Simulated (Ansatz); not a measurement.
TaO3: energy along a strain

TaO3, Pm-3m, a = 3.923 Å (as given, not relaxed at this level: 0.3 GPa). The structure is a Materials Project entry; whether it is the stable form wasn't checked. Ansatz: PBEsol, PAW, 420 eV, Γ-centred 12×12×12 mesh on 4 atoms, Gaussian smearing 0.15 eV; collinear spin, largest moment 0.3 μB. Cell vectors (Å): 3.923 0.000 0.000; 0.000 3.923 0.000; 0.000 0.000 3.923. The cell is strained by x per cent times the pattern (0 0 0 0 0 1) in the order xx yy zz yz xz xy (engineering shears), with fractional coordinates held. y is the free energy over the start, V0 = 15.097 Å³/atom. Symmetry makes y even in x.

```tsv
x (%)	y (meV/atom)
-4.00	2.30
-2.00	?
0.00	0.00
1.00	0.14
3.00	1.29
3.50	1.75
```

Fit y = c2 x² + c4 x⁴ to the other rows, get the stiffness along the pattern, and predict the missing energy.

Least squares on the rows shown. y = 0.1419 x² + 0.0001085 x⁴. The clamped-ion stiffness p·C·p = 2 × 1.419 eV × 160.2 / 15.097 Å³ = 30 GPa, which is C66 in these axes (C44 of the cubic crystal) (second derivative at the start, which stands under stress). At x = -2.00 the fit asked for gives 0.57 meV/atom. The run gave 0.57 meV/atom, the same to the digits shown.

Spin–orbit coupling is left out, which can shift energies with elements as heavy as these.

Cost: 6 runs of about 4.2 core-minutes in all, on Oxide Virtual Turin-like Processor (Zen 5) (shared hosts).